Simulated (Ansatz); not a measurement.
FePt (P4/mmm): several responses side by side

The conventional cell has a = 2.688 Å, b = 2.688 Å, c = 3.716 Å, α = 90.00°, β = 90.00°, γ = 90.00°. Fe (atom 1) is surrounded by 8 Pt at 2.66 Å and 4 Fe at 2.69 Å. Pt (atom 2) has 8 Fe at 2.66 Å and 4 Pt at 2.69 Å as nearest neighbours.

Ansatz runs use the cell relaxed by PAW under their functional.

(1) What do its conduction electrons give? (PBEsol, all-electron LAPW in Ansatz 0.2.0, scalar-relativistic, spin-polarised; a = 2.688, c = 3.716 Å; k mesh 14×14×10, fine mesh 20×20×16, Fermi-Dirac smearing of 0.100 eV, basis error target 1 meV/atom)

(2) How stiff is it? (PBEsol, PAW on Ansatz 0.2.0's default frozen-core files (fitted under PBE), scalar-relativistic, spin-polarised; a = 2.688, c = 3.715 Å; k mesh 18×18×14, strains of ±0.008, Fermi-Dirac smearing of 0.100 eV, cutoff 420 eV)

(3) How does it vibrate? (PBEsol, PAW on Ansatz 0.2.0's default frozen-core files (fitted under PBE), scalar-relativistic, spin-polarised; a = 2.688, c = 3.716 Å; k mesh 14×14×10, Fermi-Dirac smearing of 0.100 eV, cutoff 420 eV; q mesh 2×2×2)

Results:

(1) Fermi-surface sums: N(E_F) = 0.61 states/eV/atom, ħω_p (r.m.s. of x, y, z) = 6.7 eV, Fermi speed = 0.54×10⁶ m/s.

(2) Elastic moduli (Hill averages, relaxed ions; θ_D from sound speeds over directions): B = 229 GPa, G = 109 GPa, C11 = 431 GPa, C33 = 344 GPa, C44 = 130 GPa, ν = 0.295, θ_D = 367 K.

(3) Harmonic phonons by finite displacements (negative means unstable): highest mode = 269 cm⁻¹, lowest at X = 86.7 cm⁻¹, lowest at M = 91.6 cm⁻¹, lowest at Z = 78.1 cm⁻¹, lowest at R = 75.7 cm⁻¹, lowest at A = 99.0 cm⁻¹, lowest optical at Γ = 167 cm⁻¹, highest at Γ = 238 cm⁻¹.

Keep in mind: a lower magnetic state may exist; no spin-orbit coupling on heavy atoms; these sums move with the mesh, by several per cent and more for small sheets (Fermi surface); frozen-core PAW files fitted under PBE, their cores solved anew for the functional of the run (moduli, phonons); responses of metals move with mesh and smearing (moduli, phonons); the softest shear constant rests on one k mesh, and a soft shear can herald a distortion on cooling (moduli); elastic stability says nothing of phonons or of other phases (moduli).
